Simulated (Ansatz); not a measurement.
## Phonons of LaC in the zincblende structure

The computed numbers are results of PBEsol, scalar-relativistic (no spin polarisation) in the plane-wave PAW code Ansatz at 420 eV, Gaussian smearing of 0.15 eV. The datasets are Ansatz's generated set soft_2.

```
CELL_PARAMETERS angstrom
0.00000 2.85111 2.85111
2.85111 0.00000 2.85111
2.85111 2.85111 0.00000
ATOMIC_POSITIONS crystal
La 0.00000 0.00000 0.00000
C 0.25000 0.25000 0.25000
```

This is a trial structure made by placing the elements on a prototype's sites, so it needn't be the stable form.

Force constants come from finite displacements in a 2×2×2 supercell (the unit cell's 10×10×10 k-mesh, folded to it); the long-range dipole term is not included. Points in reciprocal vectors of this cell: Γ = (0.000, 0.000, 0.000), X = (-0.500, -0.500, 0.000), U = (-0.375, -0.375, 0.250), K = (-0.375, 0.000, 0.375), L = (0.000, 0.000, 0.500), W = (-0.500, -0.250, 0.250).

Frequencies at the named points (cm⁻¹, imaginary ones negative):
```tsv
point	ω (cm⁻¹)
Γ	0 0 0 330 330 330
X	85 85 155 343 343 427
U	71 121 143 329 356 396
K	71 121 143 329 356 396
L	32 32 156 301 301 391
W	101 114 137 331 374 379
```

Q: Is the structure dynamically stable along this path, and where does the spectrum end?

A: Marginal: the lowest branch dips to 10i cm⁻¹ between K and Γ, which may be noise of the interpolation or a soft shear mode; this supercell can't settle it, and such modes are left out of the sums below. The highest frequency is 427 cm⁻¹, at X. Points that don't fit the supercell are interpolated.

Q: What does the harmonic approximation give for the vibrational free energy, entropy and heat capacity?

A: Zero-point energy 40.6 meV/atom.
```
T (K)  F_vib (meV/atom)  S (J/K per mole of atoms)  C_V (J/K per mole of atoms)
  100              34.9                       12.3                         12.8
  200              16.0                       23.6                         19.5
  300             -13.0                       32.1                         22.1
  400             -49.8                       38.6                         23.3
  500             -92.6                       43.9                         23.8
  600            -140.4                       48.2                         24.1
  700            -192.3                       52.0                         24.3
  800            -247.9                       55.2                         24.5
  900            -306.7                       58.1                         24.5
 1000            -368.3                       60.7                         24.6
```

The highest mode, 427 cm⁻¹, is worth 610 K. At 300 K the heat capacity has reached 89 % of the classical limit 3R = 24.9 J/K per mole of atoms, since the stiffer modes are still partly frozen out.

The crystal is a metal or nearly so; low and unstable modes depend on mesh and smearing.

It ran for 46 s on 4 threads of Arm Neoverse V1 (shared host), peak memory 1.3 GiB.

For elements this heavy, spin–orbit coupling would shift levels and gaps; it isn't included here.
